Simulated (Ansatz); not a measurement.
## Ni3O4 (Cmmm), random displacements

The calculation used DFT PBEsol, scalar-relativistic, plane waves, PAW in Ansatz 0.2.0. Settings: plane waves to 420 eV, k-mesh 8×8×14 (Γ-centred), Gaussian smearing 0.15 eV. No spin polarisation. A magnetic state may lie lower. Energies are free energies at this smearing, counted from the undisturbed cell; pressure is positive in compression.

The undisturbed cell (relaxed at this level; it needn't be the usual structure):

```yaml
crystal:
  lattice:
    - [2.92423, -3.92382, 0.00000]
    - [2.92423, 3.92382, 0.00000]
    - [0.00000, 0.00000, 2.84726]
  atoms:
    - { symbol: Ni, position: [0.50000, 0.00000, 0.50000] }
    - { symbol: Ni, position: [0.00000, 0.50000, 0.50000] }
    - { symbol: Ni, position: [0.00000, 0.00000, 0.00000] }
    - { symbol: O, position: [0.78789, 0.78789, 0.50000] }
    - { symbol: O, position: [0.21211, 0.21211, 0.50000] }
    - { symbol: O, position: [0.23716, 0.76284, 0.00000] }
    - { symbol: O, position: [0.76284, 0.23716, 0.00000] }
```

After a displacement of all atoms with no net shift and a strain of the cell, the run gives ΔE = 478.3 meV/atom; stress (xx, yy, zz, yz, xz, xy; compression positive) (6.44, -9.39, 7.26, 2.99, -4.07, 3.22) GPa.

| atom | Fx (eV/Å) | Fy | Fz |
| --- | --- | --- | --- |
| Ni1 | -0.161 | -0.389 | 0.293 |
| Ni2 | 0.635 | -0.003 | 0.062 |
| Ni3 | -2.361 | -0.504 | 9.909 |
| O4 | -4.253 | -1.098 | -4.326 |
| O5 | 5.762 | -0.450 | -6.140 |
| O6 | 0.163 | 0.775 | 0.002 |
| O7 | 0.216 | 1.668 | 0.200 |

(1) Which displacements (Å, in the unstrained cell) and strain were applied?

Answers

(1)
| atom | ux | uy | uz |
| --- | --- | --- | --- |
| Ni1 | -0.09 | 0.02 | -0.04 |
| Ni2 | -0.07 | 0.13 | -0.03 |
| Ni3 | 0.13 | 0.13 | -0.22 |
| O4 | 0.21 | -0.03 | 0.13 |
| O5 | -0.10 | -0.04 | 0.15 |
| O6 | 0.08 | -0.11 | -0.01 |
| O7 | -0.17 | -0.10 | 0.01 |
Strain (Voigt, engineering shear): (0.0527, 0.0827, 0.0035, 0.0102, -0.0263, -0.1287).

Cost: 1 run of about 1.4 core-minutes, on AMD EPYC 9R45 (Zen 5) (shared hosts).